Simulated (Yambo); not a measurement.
Mg₂Ge (anti-fluorite, space group Fm-3m, No. 225), G0W0@LDA in Yambo (4×4×4 mesh, plasmon pole; 8 Ry block, no terminator). The number N of bands in W and G is varied.

```csv
N,x = 1/N,gap Γ → X (eV),shift of the valence edge (eV)
48,0.02083,0.645,-0.183
70,0.01429,0.719,-0.391
97,0.01031,0.776,-0.519
124,0.00806,?,?
```

Task: Basis-set arguments suggest E = E∞ + A x. Fix A and E∞ from the two rows above the withheld one, predict the row at 124 bands, and test the form.

Result: Gap: A = (0.776 − (0.719))/(0.01031 − 0.01429) = -14.3, E∞ = 0.924 eV, so 0.808 eV is predicted; the run gave 0.809 eV (miss 1 meV). The first two rows have slope -11.3, so the form doesn't hold yet over the whole range. Shift: A = (-0.519 − (-0.391))/(0.01031 − 0.01429) = 32.2, E∞ = -0.851 eV, so -0.591 eV is predicted; the run gave -0.587 eV (miss 4 meV). The first two rows have slope 31.8, within 15 % of that. The other settings are held fixed.

The standard potential for Ge keeps a d shell in the valence without the s and p states of that shell. In tests on such compounds this moved G0W0 gaps by up to about 0.9 eV, so absolute quasiparticle energies here are unreliable; differences between settings are what counts.

Spin-orbit coupling is not included.

Geometry relaxed with LDA; primitive cell a = b = c = 4.445 Å, α = β = γ = 60.00°.

A shift is the quasiparticle energy of the state minus its LDA energy.
